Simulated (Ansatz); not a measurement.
The start is a relaxed Be cell displaced along its unstable phonon at q = (½, ½, 0) of its primitive reciprocal cell (218i cm⁻¹), largest move 0.15 Å. Cell shape, volume and atoms are optimised at zero target pressure with r2SCAN (plane waves to 500 eV, PAW, scalar-relativistic; Ansatz, a first-principles code). The first steps use a coarse 17×17×17 k-mesh.

The start:
```yaml
crystal:
  lattice:
    - [0.00000, 3.62446, 8.59461]
    - [1.14059, 1.81223, 8.59461]
    - [1.14059, 1.81223, 0.00000]
  atoms:
    - { symbol: Be, position: [0.93424, 0.20805, 0.92346] }
    - { symbol: Be, position: [0.56576, 0.07654, 0.79195] }
    - { symbol: Be, position: [0.06576, 0.79195, 0.07654] }
    - { symbol: Be, position: [0.43424, 0.92346, 0.20805] }
```

Question: Which atoms feel the largest initial force, and how large is it?

Answer: 0.23 eV/Å, on Be1, Be2, Be3, Be4 (atoms numbered as listed).

Question: How much energy is released per atom?

Answer: 0.24 eV/atom.

Question: How does the volume change?

Answer: -12.1 %, from 8.88 to 7.81 Å³/atom.

Question: Does it find its way back to the structure it was made from?

Answer: It does not go back: it reaches Im-3m (No. 229), bcc (W type), 0.26 eV/atom below the parent.

Question: How do the shortest distances between atoms change?

Answer: The closest pairs of elements (up to four, under 3.6 Å), start → end: Be–Be 2.14 → 2.16 Å.

Question: Give the final cell and atomic positions.

Answer: 
Space group Im-3m (No. 229); a = 2.4997 Å, b = 2.4997 Å, c = 2.4997 Å, α = 90.00°, β = 90.00°, γ = 90.00°

| atom | site | symmetry | x | y | z |
|---|---|---|---|---|---|
| Be | 2a | m-3m | 0.0000 | 0.0000 | 0.0000 |
(The calculation used a cell of 1 atom; values per cell refer to that cell.)

Final values are on a 26×26×26 k-mesh of the relaxed cell. No spin polarisation in the result.

The run could not lose the symmetry of its start: the end is stationary, and may be a saddle point rather than a minimum.

The relaxed structure here is a generated cell of Be: the first start was made by placing the elements on the sites of a structure type, and the end was not matched to a known phase here, so it may be hypothetical. Known forms of Be include space group No. 194.
